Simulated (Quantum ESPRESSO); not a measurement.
```xyz
2
Lattice="0.0000 3.2719 3.2719 3.2719 0.0000 3.2719 3.2719 3.2719 0.0000" Properties=species:S:1:pos:R:3 pbc="T T T"
Sn     3.2719     3.2719     3.2719
Sn     4.9078     4.9078     4.9078
```

Cell and atoms were relaxed with PBEsol from Materials Project entry mp-117, within its symmetry.

What does norm-conserving PBE (stringent potentials; Quantum ESPRESSO, 102 Ry, scalar-relativistic) give for the electronic structure near the Fermi level?

At this level the gap is closed or nearly so: along the path the highest valence and lowest conduction bands touch, or overlap by less than 0.6 eV, a zero-gap or semimetallic result; the valence top lies at Γ, the conduction bottom at L, 0.14 eV lower. Spin-orbit splittings are left out.
